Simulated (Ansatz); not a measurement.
Input:

SiGe:
```yaml
crystal:
  lattice:
    - [3.21591, 0.00000, 0.00000]
    - [0.00000, 3.21591, 0.00000]
    - [0.00000, 0.00000, 3.21591]
  atoms:
    - { symbol: Ge, position: [0.00000, 0.00000, 0.00000] }
    - { symbol: Si, position: [0.50000, 0.50000, 0.50000] }
```

This is the r²SCAN-relaxed structure.

Question: All from r²SCAN (plane waves, PAW; program Ansatz), unless another level is named. Estimate the bulk modulus (Birch–Murnaghan fit).

Answer: 770 kbar.

Question: Next, the elastic constants (relaxed ions, GPa)?

Answer: C11 = 52.0, C12 = 88.8, C44 = 14.1.

Space group Pm-3m (CsCl type). A made-up cell: these elements were put on the sites of a structure type; neither database checked (COD, Materials Project) lists it. Its standing as an ambient phase is unchecked. The r²SCAN relaxation kept the symmetry of its start. At this level the phase is mechanically unstable. As this level gives no gap, shear constants depend on the k-mesh and smearing (Fermi–Dirac, 0.1 eV here). On the denser mesh and wider smearing of the elastic run this cell carries a stress of 0.4 GPa.

Potentials: the earlier of the program's two PAW sets.
